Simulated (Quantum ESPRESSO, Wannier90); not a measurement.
## Sr₂H₃I (P-3m1), plane waves to Wannier functions

```
begin unit_cell_cart
ang
    4.2427300167    0.0000000000    0.0000000000
   -2.1213650084    3.6743119759    0.0000000000
    0.0000000000    0.0000000000    7.6827500000
end unit_cell_cart
begin atoms_frac
Sr  -0.3333333333  0.3333333333 -0.3213400000
Sr   0.3333333333 -0.3333333333  0.3213400000
H    0.0000000000  0.0000000000  0.5000000000
H   -0.3333333333  0.3333333333  0.3572500000
H    0.3333333333 -0.3333333333 -0.3572500000
I    0.0000000000  0.0000000000  0.0000000000
end atoms_frac
```

Structure: Materials Project mp-1019269, symmetrised, not relaxed again. Not found in the COD (Crystallography Open Database) copy used; not checked further. Method: PBEsol plane waves in Quantum ESPRESSO 7.5 (PseudoDojo norm-conserving files, 58 Ry, no spin polarisation, no spin-orbit coupling), Bloch states on a 4×4×4 mesh through Γ, Wannier90 4.0.1. Density: 12×12×4 mesh, cold smearing 0.01 Ry. Spin-orbit coupling is left out although heavy elements are present.

Band 9 is isolated and gives one Wannier function a cell (I6 5s 93 %; spread 1.48 Å²). Its on-site energy is ε = -13.431 eV relative to the valence-band maximum, and its hoppings t(R) = t(−R) to the nearer images are (images within this range that aren't listed have |t| under 5 meV):

```json
[
 {"R (lattice vectors; −R alike)": "0 1 0", "distance (Å)": "4.24", "t (eV)": "-0.039"},
 {"R (lattice vectors; −R alike)": "1 0 0", "distance (Å)": "4.24", "t (eV)": "-0.039"},
 {"R (lattice vectors; −R alike)": "1 1 0", "distance (Å)": "4.24", "t (eV)": "-0.039"}
]
```

Question: Work out the band energy at Γ, M, K, A from these numbers.

Answer: For one orbital E(k) = ε + Σ_R 2 t(R) cos(2π k·R), the sum over the listed R.
- Γ, k = (0.000, 0.000, 0.000): E = -13.431 + (-0.039)·(6.00) = -13.66 eV; pw.x: -13.67 eV
- M, k = (0.500, 0.000, 0.000): E = -13.431 + (-0.039)·(-2.00) = -13.35 eV; pw.x: -13.35 eV
- K, k = (0.333, 0.333, 0.000): E = -13.431 + (-0.039)·(-3.00) = -13.31 eV; pw.x: -13.31 eV
- A, k = (0.000, 0.000, 0.500): E = -13.431 + (-0.039)·(6.00) = -13.66 eV; pw.x: -13.65 eV

At these points the listed shells miss the plane-wave band by up to 0.02 eV, of a width of 0.36 eV on the path. With all its hoppings the model misses the band by 0.4 meV at worst on the whole path; the listed shells hold nearly all of the dispersion.
